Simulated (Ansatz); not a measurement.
Single point in Ansatz 0.2.0 with PBE, no spin polarisation. Cutoff 420 eV, PAW datasets, 9×9×4 Γ-centred k mesh, fermi-dirac filling (width 0.1 eV).

Computed maps in the lattice plane spanned by a (left to right, 3.72 Å, 11 points from zero) and b (bottom to top, 3.72 Å, 11 points from zero), 90° apart, at height 0.000 along c. The fields are smooth PAW ones with compensation charges, not the true ones near nuclei.

Valence density. Digits on a logarithmic scale: 0 up to 0.03 e/Å³, each further digit a factor of 1.6, 9 from 1.3 e/Å³ up:
```
67998655555
69999754445
69999854445
68999755445
66787665555
65555667876
65445579998
65444589999
65444579999
65555568997
66666666666
```

Task: The cell is TiTlGe. Which atoms lie within 0.2 Å of this plane, and where (fractions of a and b)?

Result: Ge at (0.75, 0.25), Ge at (0.25, 0.75). The whole cell:
```yaml
crystal:
  lattice:
    - [3.71601, 0.00000, 0.00000]
    - [0.00000, 3.71601, 0.00000]
    - [0.00000, 0.00000, 8.24434]
  atoms:
    - { symbol: Ti, position: [0.25000, 0.25000, 0.24875] }
    - { symbol: Ti, position: [0.75000, 0.75000, 0.75125] }
    - { symbol: Ge, position: [0.75000, 0.25000, 0.00000] }
    - { symbol: Ge, position: [0.25000, 0.75000, 0.00000] }
    - { symbol: Tl, position: [0.25000, 0.25000, 0.61556] }
    - { symbol: Tl, position: [0.75000, 0.75000, 0.38444] }
```

Origin: a known structure type with other elements, at an estimated volume, so it need not be a known compound. Caveats: many states at the Fermi level without spin polarisation, so a magnetic state may lie lower.
